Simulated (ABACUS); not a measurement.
A self-consistent single point of InSe (C2/m, 4 atoms in the cell; from Materials Project mp-21405) with ABACUS.

Level of theory: LDA (PW92), numerical atomic orbitals SZP (confined pseudo-atomic orbitals with Gaussian additions; energy shift 0.01 Ry), PseudoDojo 0.4 standard norm-conserving LDA (tails mended) pseudopotentials in ABACUS.

```
InSe
1.0
    5.82639    -2.05465     0.00000
    5.82639     2.05465     0.00000
   -1.72323     0.00000     4.77135
In Se
2 2
Direct
  0.11180   0.11180   0.95316
  0.88820   0.88820   0.04684
  0.33907   0.33907   0.33104
  0.66093   0.66093   0.66896
```

Reference input (self-consistent single point, DFT, LDA (PW92), numerical atomic orbitals SZP (confined pseudo-atomic orbitals with Gaussian additions; energy shift 0.01 Ry), PseudoDojo 0.4 standard norm-conserving LDA (tails mended) pseudopotentials): basis = SZP numerical atomic orbitals, energy shift 0.01 Ry; KPT = Gamma 5 5 4 0 0 0; basis_type = lcao; dft_functional = PWLDA; ecutwfc = 100 Ry; smearing_method = fd; smearing_sigma = 0.00146997 Ry; potentials = PseudoDojo 0.4 standard norm-conserving LDA (tails mended); symmetry = 1; ks_solver = genelpa; scf_nmax = 100; scf_thr = 1.0e-07. This run's input differs from it in these lines:

```diff
@@ -54,3 +54,3 @@
 Gamma
-5 5 4 0 0 0
+2 2 2 0 0 0
```

Output, abridged:

```
 SELF-CONSISTENT
 -------------------------------------------

                  longest orb rcut (Bohr) = 8.2
   longest nonlocal projector rcut (Bohr) = 2.42
                     search radius (Bohr) = 21.2

                          real space grid = [ 75, 75, 64 ]
                                 init_chg = atomic

 LCAO ALGORITHM --------------- ION=   1  ELEC=   1--------------------------------

 Density error is 0.038808373343
 E_KohnSham     -749.6879653352      -10200.0280505855
 E_Fermi        0.5418486321         7.3722288504

 LCAO ALGORITHM --------------- ION=   1  ELEC=   2--------------------------------

   [... lines left out ...]

   [... 5 blocks of this kind left out ...]

 LCAO ALGORITHM --------------- ION=   1  ELEC=   8--------------------------------

 Density error is 2.58744169434e-07
 E_KohnSham     -749.7269748241      -10200.5588019098
 E_Fermi        0.5701812266         7.7577135741

 LCAO ALGORITHM --------------- ION=   1  ELEC=   9--------------------------------

 Density error is 3.80136690721e-08
 E_KohnSham     -749.7269748241      -10200.5588019096
 E_KS(sigma->0) -749.7269748241      -10200.5588019096
 E_entropy(-TS) -0.0000000000        -0.0000000000
 E_Fermi        0.5701812301         7.7577136226
 charge density convergence is achieved
 final etot is -10200.558802 eV
 EFERMI = 7.7577136226 eV

 STATE ENERGY(eV) AND OCCUPATIONS    NSPIN == 1
   [... 36 lines left out ...]

 TOTAL-FORCE (eV/Angstrom)
                       In1        -0.1133830486         0.0000000000         0.1108814997
                       In2         0.1133830486         0.0000000000        -0.1108814997
                       Se1        -0.1056247534         0.0000000000         0.5036509184
                       Se2         0.1056247534         0.0000000000        -0.5036509184

 TOTAL-STRESS (KBAR)
       -28.5933920122         0.0000000000        -1.5297099236
         0.0000000000         8.3401845886         0.0000000000
        -1.5297099236         0.0000000000       -36.2776316519
 TOTAL-PRESSURE: -18.843613 KBAR

 --------------------------------------------
 !FINAL_ETOT_IS -10200.5588019096467178 eV
 --------------------------------------------
```

The run converged in 9 iterations. Against the reference run the free energy goes up by 64.2 meV/atom, the pressure goes from -2.37 to -1.88 GPa and the largest force goes from 0.381 to 0.515 eV/Å.

The atom-centred basis is finite, which shifts total energies, pressures and forces against plane waves. A single-zeta basis is rough, for pressures and forces above all. This run is one point of a test of settings, so its values need not be converged; read them against the reference run alone. The structure comes from a collection of computed structures, made at another level of theory; the collection holds predicted forms beside known ones.

Cost on one core: about 27 core-seconds (a rough figure).

The atomic orbitals were generated for these runs; they are not ABACUS's published sets and were checked against plane waves on a few crystals only.

“Tails mended”: in these copies of the files the far tail of each local potential was reset to the Coulomb form.
